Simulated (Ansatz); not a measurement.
KTaO3 (cubic perovskite)

```
KTaO3
1.0
    4.02318     0.00000     0.00000
    0.00000     4.02318     0.00000
    0.00000     0.00000     4.02318
K Ta O
1 1 3
Direct
  0.00000   0.00000   0.00000
  0.50000   0.50000   0.50000
  0.00000   0.50000   0.50000
  0.50000   0.50000   0.00000
  0.50000   0.00000   0.50000
```

The slice is a {210} plane (indices of the conventional cell) through the point (0.000, 0.500, 0.500) (fractional), spanned by u = [100] and v = [021] in vectors of this cell: u (4.02 Å) and v (9.00 Å, at 90° to u). It covers one period; positions are fractions (u, v).

Method: PBE (plane waves to 420 eV, PAW, scalar-relativistic; Ansatz, a program for electronic structure). k mesh 8×8×8. These are valence fields of a PAW run, semicore shells included where kept as valence: close to a nucleus they are smooth pseudo fields. KTaO3 is run without spin polarisation. KTaO3 was relaxed with its symmetry unable to fall. Spin-orbit coupling is left out, though Ta is heavy. The PAW data are Ansatz's earlier set.

### Question
Predict the map of the valence electron density on the slice.

### Answer
```
|@%*+*%@@%*+*%|
|#*+=+#%%#+=+*|
|==---=++=---=|
|::::-====-:::|
|:..:-=++=-:..|
|--::-====-::-|
|==-::-==-::-=|
|++=:::--:::=+|
|++=:..::..:=+|
|==-::::::::-=|
|-:::-====-:::|
|...:=+**+=:..|
|  .-+#@@#+-. |
|  .-*%@@%*-. |
|  .-+#@@#+-. |
|...:=+**+=:..|
|-:::-====-:::|
|==-::::::::-=|
|++=:..::..:=+|
|++=:::--:::=+|
|==-::-==-::-=|
|--::-====-::-|
|:..:-=++=-:..|
|::::-====-:::|
|==---=++=---=|
|#*+=+#%%#+=+*|
|@%*+*%@@%*+*%|
|@@#*#%%%%#*#@|
```
Scale: ten equal steps from -1.69 (start of ' ') to 0.94 (end of '@'), in the order ' .:-=+*#%@'. Values: log₁₀ of the valence density in e/Å³. The map has 13 points along u (one character each, u = 0 at the left) and 28 along v (v = 0 in the bottom row). The scale is logarithmic, as a density can span decades between atoms and voids.
